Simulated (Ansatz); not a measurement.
GaN:
```xyz
8
Lattice="5.4702 0.0000 0.0000 0.0000 5.4702 0.0000 0.0000 0.0000 3.1831" Properties=species:S:1:pos:R:3 pbc="T T T"
Ga     1.7538     3.7164     0.0000
Ga     3.7164     1.7538     0.0000
Ga     4.4889     4.4889     1.5916
Ga     0.9813     0.9813     1.5916
N      1.7369     1.7369     0.0000
N      3.7333     3.7333     0.0000
N      0.9982     4.4720     1.5916
N      4.4720     0.9982     1.5916
```

DFT-PBEsol in the program Ansatz with PAW potentials gives a gap of 1.87 eV without spin–orbit coupling, maximum on the M–Γ line, 89 % of the way from M, minimum at Γ.

What happens when spin–orbit coupling is switched on?

The gap stays essentially unchanged, to 1.87 eV; maximum at Γ, minimum at Γ.

Give the electron effective mass with spin–orbit coupling.

0.17 mₑ (isotropic).

Give the hole effective mass with spin–orbit coupling.

0.36, 0.47, 1.9 mₑ (principal values).

Space group P4_2/mnm. The start of the workflow was typed in or built on a structure type; neither database checked (COD, Materials Project) lists it. It is not the phase usual at ambient conditions (space group No. 186, 216). The cell was relaxed with PBEsol under the symmetry of its start; phonons on a q-mesh show no instability.

Potentials: the later of the program's two PAW sets.
